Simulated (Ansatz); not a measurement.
TiZn3, DFT, LDA, all-electron PAW with datasets made for the crystal, scalar-relativistic (Ansatz 0.2.0), run on 1 thread of Intel(R) Xeon(R) 6975P-C (Granite Rapids) on a shared host.

The cell comes from COD entry 1527931, which wasn't checked; take it as a given geometry. The listed cell was then made from it by scaling, straining or moving an atom.

Command: `ansatz run input.yaml --threads 1 --pin off --max-ram 4096MiB --backend cpu --events-out ev --progress --plain --runs-dir out`

```yaml
crystal:
  lattice:
    - [3.8790556475, 0.0, 0.0]
    - [0.0, 3.8790556475, 0.0]
    - [0.0, 0.0, 3.8790556475]
  atoms:
    - { symbol: Ti, position: [0.0, 0.0, 0.0] }
    - { symbol: Zn, position: [0.0, 0.5, 0.5] }
    - { symbol: Zn, position: [0.5, 0.0, 0.5] }
    - { symbol: Zn, position: [0.5, 0.5, 0.0] }
kpoints:
  mp_grid: { grid: [9, 9, 9] }
scf:
  occupations: { method: fermi_dirac, width: 0.05 }
hamiltonian:
  xc: lda
  pseudopotentials: { kind: all_electron, datasets: crystal }
output:
  forces: true
  stress: true
  eigenvalues: true
  efg: { contact_densities: true }
```

(1) How large is the problem that the program sets up?

(2) Estimate the wall time and the peak memory.

(3) And the same cell and mesh by frozen-core PAW, asked for forces, stress, eigenvalues, efg, write_density, write_potential, elf, on the same hardware?

Results:

(1) 35 irreducible k-points, 587 plane waves at Γ, 25 bands.

(2) 7.2 s of wall time for 10 SCF iterations, with a peak of 0.58 GiB. Times on shared machines scatter by tens of per cent.

(3) 3.4 s, peak memory 0.44 GiB.
